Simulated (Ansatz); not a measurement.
LaSF:
```xyz
6
Lattice="4.0548 0.0000 0.0000 0.0000 4.0548 0.0000 0.0000 0.0000 6.9707" Properties=species:S:1:pos:R:3 pbc="T T T"
La     0.0000     2.0274     5.3677
La     2.0274     0.0000     1.6029
S      2.0274     0.0000     4.5425
S      0.0000     2.0274     2.4282
F      2.0274     2.0274     0.0000
F      0.0000     0.0000     0.0000
```

Relaxed with r²SCAN. 

Question: HSE06 on this cell (Ansatz, a first-principles code, PAW) gives a gap of 2.41 eV. What does r²SCAN give?

Answer: 1.87 eV.

Cost on shared cores: the r²SCAN run (SCF on a 7×7×4 mesh, then bands and DOS) roughly 90 core-seconds, the HSE06 run (SCF on 4×4×3, then a few points) very roughly 2.4 core-minutes; the tasks are unlike.

Space group P4/nmm. The workflow started from a Materials Project entry (that database holds measured and hypothetical structures alike); the Crystallography Open Database files this formula in space group No. 129, but the cells were not matched. Whether it is the stable phase at ambient conditions was not checked. Symmetry was held in the r²SCAN relaxation; its stability against distortions is not shown here. Scalar-relativistic: spin–orbit coupling is off unless named, which matters more the heavier the elements.

Potentials: the later of the program's two PAW sets.

Ansatz is a plane-wave DFT program.
